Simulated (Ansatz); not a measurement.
Method: Ansatz, DFT PBE, scalar-relativistic, plane waves, PAW. All cells share a 420 eV cutoff and Γ-centred k meshes spaced about 0.3 Å⁻¹ or finer (0.25 for metals, 2π included). Collinear spin where magnetic atoms keep a moment.

Temperature and zero-point effects are left out.

Two forms of Ti4Bi2Te were relaxed alike.

A. (no moments)

```
Ti Bi Te
1.0
     5.74623    0.00000    0.00000
    -2.87311    4.97638    0.00000
     0.00000    0.00000    5.14958
Ti Bi Te
4 2 1
Direct
  0.50000 0.00000 0.50000
  0.00000 0.50000 0.50000
  0.50000 0.50000 0.50000
  0.00000 0.00000 0.00000
  0.33333 0.66667 0.00000
  0.66667 0.33333 0.00000
  0.00000 0.00000 0.50000
```

B. (ferromagnetic moments up to 0.6 μB)

```
Ti Bi Te
1.0
     3.96369    0.00000    0.00000
     0.00000    3.96369    0.00000
     0.00000    0.00000   10.03922
Ti Bi Te
4 2 1
Direct
  0.50000 0.50000 0.00000
  0.00000 0.00000 0.00000
  0.50000 0.00000 0.28885
  0.00000 0.50000 0.71115
  0.50000 0.00000 0.78781
  0.00000 0.50000 0.21219
  0.50000 0.50000 0.50000
```

Problem. Which would you expect to be lower, and how large is the difference?

Solution. B is lower, by 67 meV/atom. A has space group P6/mmm (No. 191), 21.0 Å³/atom and no gap on its mesh; B has space group P-4m2 (No. 115), 22.5 Å³/atom and no gap. Counting Bi or Ti atoms around Te (for each partner element, those within 1.25 times its shortest distance or 1.15 times the sum of covalent radii, where it is the nearest in units of that sum or under 1.3; a plus sign parts groups by distance over the sum of covalent radii), A has Te 8 and B has Te 4+4. Their magnetic states differ too, which can make part of the margin. The lower one is the more open, so pressure narrows the difference. In A, around Ti on a site of symmetry mmm lie 4 Ti at 2.87 Å, 2 Te at 2.87 Å and 4 Bi at 3.06 Å; Bi is surrounded by 6 Ti at 3.06 Å, 3 Ti at 3.32 Å and 3 Bi at 3.32 Å; around Te lie 2 Ti at 2.57 Å and 6 Ti at 2.87 Å; 1 more site not described. In B, Ti on a site of symmetry -4m2 is surrounded by 4 Ti at 2.80 Å, 4 Bi at 2.91 Å and 4 Ti at 3.51 Å; Bi is surrounded by 8 Ti at 2.91 Å; around Te lie 4 Ti at 2.90 Å and 4 Bi at 3.50 Å; 2 more sites not described. Both come from trial cells of a structure search, whose lowest cell (I-42d, 21.0 Å³/atom) lies 47 meV/atom below the lower of the two.

These runs have no spin–orbit coupling, which can matter for Bi and Te. Another magnetic order may lie lower. Trial moments fell under 0.15 μB along the way in P6/mmm; another start might hold them. Cells relaxed within their symmetry can be saddle points. Some types were kept out of the candidates beforehand, so the set may lack a known form.
